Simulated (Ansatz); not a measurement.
MgO (rock salt, space group No. 225), DFT-LDA in the program Ansatz with PAW potentials: ε∞ = 3.18, cell volume 18.01 Å³. Infrared-active transverse modes:

| ω_TO (cm⁻¹) | oscillator strength S_xx (e²/amu) |
|---|---|
| 407.1 | 0.4015 |

### Question
Compute the static dielectric constant.

### Answer
Each mode adds (4.921e7/V) S/ω²: 6.62. So ε0 = 9.80.

### Question
What LO frequency does the Lyddane–Sachs–Teller relation give?

### Answer
ω_LO = ω_TO √(ε0/ε∞) = 714 cm⁻¹.

Space group Fm-3m (rock salt). Symmetry was held in the LDA relaxation; phonons on a q-mesh show no instability.

Potentials: the earlier of the program's two PAW sets.
